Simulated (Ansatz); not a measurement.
Input:

Starting cell, Ge (diamond):

```
Ge
1.0
    0.00000     5.76221     5.76221
    2.88111     2.88111     5.76221
    2.88111     2.88111     0.00000
Ge
4
Direct
  0.00000   0.50000   0.50000
  0.50000   0.50000   0.50000
  0.00000   0.75000   0.75000
  0.50000   0.75000   0.75000
```

The atoms are displaced by Q × the pattern below (from a DFPT mode at X = (0.5, 0.5, 0.0), largest move 1; Q in Å), at fixed cell. It is one choice among 2 degenerate patterns. (q is in reciprocal vectors of the primitive cell; the cell shown is doubled to hold the pattern.)

```csv
atom,x,y,z
Ge1,0.000,0.000,1.000
Ge2,0.000,0.000,-1.000
```

Atoms not listed stay in place.

Computed with PBE (plane waves to 420 eV, PAW, scalar-relativistic; Ansatz, a quantum-chemistry and plane-wave program). k mesh 14×14×14 (Γ-centred), Fermi-Dirac smearing 0.05 eV. The energy includes the smearing's −TS. With partly filled bands, energies and forces of such displacements shift with the k mesh and the smearing. Ge was relaxed with its symmetry unable to fall. The PAW data are Ansatz's earlier set. ΔE is measured from the undisplaced structure.

The scan covers Q from -0.280 to 0.280 Å in 13 points.

Question: Is this a single well or a double well?

Answer: A single well with its minimum at or next to zero displacement.

Question: Which space group does the distorted structure have?

Answer: P-4m2 (No. 115), lowered from Fd-3m.

Question: What is the energy change at Q = 0.280 Å?

Answer: 987 meV/cell.

Question: What harmonic wavenumber does the curvature at Q = 0 give?

Answer: 222 cm⁻¹.

(For displaced atoms, the force is minus the slope of the energy, and its curvature is a force constant, which sets phonon frequencies.)
